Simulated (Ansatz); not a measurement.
## Property card for SnGe3Se4

Theory: Ansatz 0.2.0, DFT PBE, scalar-relativistic, plane waves, PAW.

Cutoff 420 eV; k points 10×8×6 on the computed 8-atom cell (Γ-centred); Gaussian smearing, width 0.10 eV; no spin polarisation.

The structure is relaxed at this level of theory with its symmetry kept, and needn't be the ground state of this composition.

```
Sn Ge Se
1.0
     4.07282    0.00000    0.00000
     0.00000    5.77754    0.00000
     0.00000    0.00000    8.17127
Sn Ge Se
1 3 4
Cartesian
  2.0364 2.8888 0.0000
  0.0000 0.0000 6.0941
  0.0000 0.0000 2.0771
  2.0364 2.8888 4.0856
  0.0000 2.8888 6.0190
  2.0364 0.0000 0.0000
  0.0000 2.8888 2.1523
  2.0364 0.0000 4.0856
```

| Item | Value |
| --- | --- |
| Space group | Pmmm (No. 47) |
| Volume per atom | 162.2 bohr³ |
| Formation energy from the elements' standard states (uncorrected) | -0.251 eV/atom |
| Kohn–Sham band gap | none (metal) |
| Density of states at the Fermi level | 0.0 states/eV per cell |
| Orbital (Löwdin) character within 0.5 eV of the Fermi level | Ge 4p 42 %, Se 4p 26 %, Sn 5s 9 %, Se 4s 8 %, Sn 5p 8 % |
| Bader charge by site (e) | Sn (1 in the cell) 0.89, Ge (2 in the cell) 0.68, Ge (1 in the cell) 0.69, Se (2 in the cell) -0.74, Se (1 in the cell) -0.75, Se (1 in the cell) -0.69 |

The cell was found from a structure generator's guess, not taken from experiment. Löwdin shares on free-atom orbitals overweight diffuse shells.
